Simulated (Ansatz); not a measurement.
Calculated with Ansatz: Ta$_{2}$O$_{5}$, relaxation

The input file (Ansatz 0.2.0, plane waves):

```yaml
crystal:
  lattice:
    - [2.6126, 2.34955, 0.0]
    - [2.6126, -2.34955, 0.0]
    - [1.82822, 0.0, -5.56057]
  atoms:
    - { symbol: Ta, position: [0.2172, 0.2172, 0.7304] }
    - { symbol: Ta, position: [0.7828, 0.7828, 0.2696] }
    - { symbol: O, position: [0.353, 0.025, 0.066] }
    - { symbol: O, position: [0.975, 0.647, 0.934] }
    - { symbol: O, position: [0.771, 0.409, 0.677] }
    - { symbol: O, position: [0.591, 0.229, 0.323] }
    - { symbol: O, position: [0.201, 0.799, 0.5] }
  symmetry: { tolerance: 0.0003 }
kpoints:
  mp_grid: { grid: [5, 5, 3], shift: [0, 0, 0] }
magnetization:
  spin_polarized: false
scf:
  occupations: { method: fermi_dirac }
  lower_state_search: "off"
hamiltonian:
  pseudopotentials: { kind: paw }
  xc: r2scan
basis:
  ecutwfc: 500
  fft_grid_basis: typed
relax:
  max_steps: 40
  cell: { p_target: 0.0 }
  f_tol: 0.03
output:
  forces: true
  stress: true
  eigenvalues: true
  bader: true
  populations: true
  elf: true
  write_potential: true
  volumetric_format: npy
  dos:
    e_range: [-12, 8]
    de: 0.05
    projected: { site_lists: { O: [O], Ta: [Ta] } }
checkpoint:
  read: saved_state
```

Run with:

```bash
ansatz run input.yaml --threads 2 --pin off --max-ram 3584MiB --backend cpu --events-out ev --progress --plain --runs-dir out
```

Origin of the cell: a database entry, scaled a little.

The smearing width isn't typed, so it takes its default of 0.1 eV.

The saved state is a converged single point of the same cell.

Steps («new basis» is an SCF on plane waves selected anew at the same cell):

| step | ΔF (meV/atom) | max force component (eV/Å) | P (GPa) | volume (Å³) | SCF iterations | step was |
| --- | --- | --- | --- | --- | --- | --- |
| 1 | 0.0 | 7.630 | 24.42 | 68.27 | 5 | accepted |
| 2 | -381.8 | 2.115 | 5.47 | 70.15 | 8 | accepted |
| 3 | -450.0 | 0.752 | 0.18 | 71.11 | 8 | accepted |
| 4 | -468.5 | 0.894 | 5.32 | 69.82 | 8 | accepted |
| 5 | -475.3 | 0.287 | -0.72 | 70.84 | 7 | accepted |
| 6 | -477.2 | 0.225 | -0.99 | 71.16 | 6 | accepted |
| 7 | -479.5 | 0.244 | 0.05 | 70.80 | 6 | accepted |
| 8 | -483.9 | 0.258 | 1.52 | 71.08 | 7 | accepted |
| 9 | -506.0 | 0.493 | -1.03 | 73.77 | 8 | accepted |
| 10 | -490.3 | 1.192 | -0.63 | 76.54 | 8 | rejected |
| 11 | -519.2 | 0.205 | 1.19 | 75.25 | 12 | accepted |
| 12 | -524.9 | 0.120 | -0.14 | 77.06 | 8 | accepted |
| 13 | -525.2 | 0.040 | 0.20 | 77.37 | 6 | accepted |
| 14 | -525.2 | 0.019 | -0.08 | 77.53 | 6 | accepted |
| 15 | -525.2 | 0.008 | 0.03 | 77.47 | 5 | accepted |
| 16 | -525.2 | 0.008 | 0.00 | 77.51 | 5 | accepted |
| 17 | -528.5 | 0.010 | 0.45 | 77.51 | 8 | new basis |
| 18 | -528.9 | 0.021 | 0.04 | 78.16 | 6 | accepted |
| 19 | -528.9 | 0.048 | 0.19 | 78.51 | 6 | accepted |
| 20 | -528.9 | 0.003 | 0.03 | 78.58 | 5 | accepted |
| 21 | -529.0 | 0.003 | 0.01 | 78.58 | 6 | new basis |

Before:

Space group C2 (No. 5); the run's cell has a = 3.514 Å, b = 3.514 Å, c = 5.853 Å, α = 76.57°, β = 76.57°, γ = 83.93°. Shortest distances: O–Ta 1.71 Å, O–O 2.07 Å, Ta–Ta 3.26 Å.

The relaxed structure.

Space group C2 (No. 5); the run's cell has a = 3.958 Å, b = 3.958 Å, c = 5.768 Å, α = 68.88°, β = 68.88°, γ = 80.78°. Shortest distances: O–Ta 1.89 Å, O–O 2.28 Å, Ta–Ta 3.07 Å.

```
CELL_PARAMETERS angstrom
3.01028 2.56494 -0.16202
3.01028 -2.56494 -0.16202
2.45133 0.00000 -5.22082
ATOMIC_POSITIONS crystal
Ta 0.22825 0.15301 0.70619
Ta 0.84699 0.77175 0.29381
O 0.23639 0.11386 0.04030
O 0.88614 0.76361 0.95970
O 0.78326 0.36687 0.64778
O 0.63313 0.21674 0.35222
O 0.27684 0.72316 0.50000
```

```
Free energy lowered by  : 529.0 meV/atom
Volume change           : 15.11 %
Final pressure          : 0.01 GPa
Relaxation steps listed : 21
Gap on the mesh         : 2.98 eV
```

Caveats: no dispersion correction, so spacings can come out too large where layers or molecules are weakly bound; no spin-orbit coupling, though heavy elements are present; the database entry stands far from equilibrium and may be faulty; the relaxation held the start's symmetry, so the end may be a saddle point.

The run took 5.4 min on 2 threads of AMD EPYC 7R43 64-Core Processor (Zen 3) (shared host), peak memory 0.57 GiB, from a saved density.
